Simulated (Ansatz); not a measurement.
A geometry of TiPd away from equilibrium: the start of the relaxation of a relaxed TiPd cell with one Pd and one Ti atom exchanged in a cell of 4 atoms. Level of theory: PBEsol (plane waves to 420 eV, PAW, scalar-relativistic; Ansatz, a quantum-chemistry and plane-wave program). Γ-centred k-mesh 7×12×7 on the run's cell (coarser than for final values), Fermi–Dirac smearing 0.05 eV.

```xyz
4
Lattice="4.5299 0.0000 0.0000 0.0000 2.7561 0.0000 0.0000 0.0000 4.8357" Properties=species:S:1:pos:R:3 pbc="T T T"
Pd     1.1325     0.0000     3.3897
Ti     3.3974     0.0000     1.4460
Pd     1.1325     1.3781     0.9017
Ti     3.3974     1.3781     3.9340
```

**Question.** Give the Cartesian forces on all atoms (eV/Å).

**Answer.** 
| atom | Fx | Fy | Fz |
|---|---|---|---|
| Pd1 | 0.00 | 0.00 | -0.76 |
| Ti2 | 0.00 | 0.00 | 0.33 |
| Pd3 | 0.00 | 0.00 | 0.41 |
| Ti4 | 0.00 | 0.00 | 0.01 |

**Question.** What is the pressure?

**Answer.** +0.9 GPa, compression positive.

**Question.** How much energy per atom can still be gained by relaxing?

**Answer.** 0.24 eV/atom; the path ends in P4/mmm (No. 123) (AFLOW prototype AB_tP2_123_a_d (L1_0, as in CuAu)).

No spin polarisation in the result.

The run could not lose the symmetry of its start.

Of the parent cell (Pmma (No. 51)): The relaxation started from an entry of Materials Project.

The runs began from a structure in Materials Project; this end point is another cell, not compared with measured phases.
